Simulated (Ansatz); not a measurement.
**What DFT gives for SrCl₂**

```
CELL_PARAMETERS angstrom
0.00000 3.50550 3.50550
3.50550 0.00000 3.50550
3.50550 3.50550 0.00000
ATOMIC_POSITIONS crystal
Sr 0.00000 0.00000 0.00000
Cl 0.25000 0.25000 0.25000
Cl 0.75000 0.75000 0.75000
```

Level: PBE, no spin polarisation; 420 eV; 6×6×6 Γ-centred mesh; fermi-dirac occupations (width 0.0767 eV); Ansatz 0.2.0, fixed geometry.

(1) Metal or insulator? Give the gap.

(2) What does the stress say?

(3) Describe some of the short contacts.

(4) Give the Bader charges.

Origin: a database entry at a rescaled volume.

## Answers

(1) The gap is 5.29 eV, indirect (the least direct gap found is 5.51 eV). A semilocal functional usually gives too small a gap.

(2) The pressure is 0.4 GPa (compression positive), so with the atoms held at these fractions the cell is close to zero pressure.

(3) Sr–Cl at 3.04 Å: least valence density 0.13 e/Å³ and ELF 0.07 there, a closed-shell (ionic or weak) contact. Cl–Cl at 3.51 Å: least valence density 0.07 e/Å³ and ELF 0.05 there, a closed-shell (ionic or weak) contact. These are pseudo-fields; inside the PAW spheres they differ from the all-electron ones.

(4) Bader charges in e: Sr +1.62, Cl -0.81. In the mean Sr gives up most and Cl takes most.
